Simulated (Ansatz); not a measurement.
Sc:
```xyz
1
Lattice="0.0000 2.2361 2.2361 2.2361 0.0000 2.2361 2.2361 2.2361 0.0000" Properties=species:S:1:pos:R:3 pbc="T T T"
Sc     0.0000     0.0000     0.0000
```

Relaxed with LDA. Special points in fractions of this cell's reciprocal vectors: Γ (0.000, 0.000, 0.000); X (0.500, 0.000, 0.500); U (0.625, 0.250, 0.625); K (0.375, 0.375, 0.750); L (0.500, 0.500, 0.500); W (0.500, 0.250, 0.750).

### Question
List the band energies nearest the Fermi level at these points for plane-wave PAW LDA (Ansatz code).

### Answer
In eV from the Fermi level; about four levels below and three above (degenerate sets whole), none deeper than 8.9 eV; points with the same levels are listed once.

```
k        below                above
-  -----------  -------------------
Γ        -5.31       1.66 1.66 1.66
X  -1.74 -0.80  2.34 4.24 4.53 4.53
U  -0.95 -0.49       1.04 3.22 4.12
L        -1.89       0.52 1.52 1.52
W        -0.78       0.24 0.24 2.69
```

Space group Fm-3m (fcc (Cu type)). The first step of the workflow began from a Materials Project structure, measured or hypothetical; the Crystallography Open Database files this formula in space group No. 225, but the cells were not matched. It is not the phase usual at ambient conditions (space group No. 194). The cell was relaxed with LDA under the symmetry of its start; its stability against distortions is not shown here. The run is not spin-polarised.

Potentials: the earlier of the program's two PAW sets. The files were generated under PBE; for other functionals the program regenerates the frozen cores, and for LDA and PBEsol the local potential too.
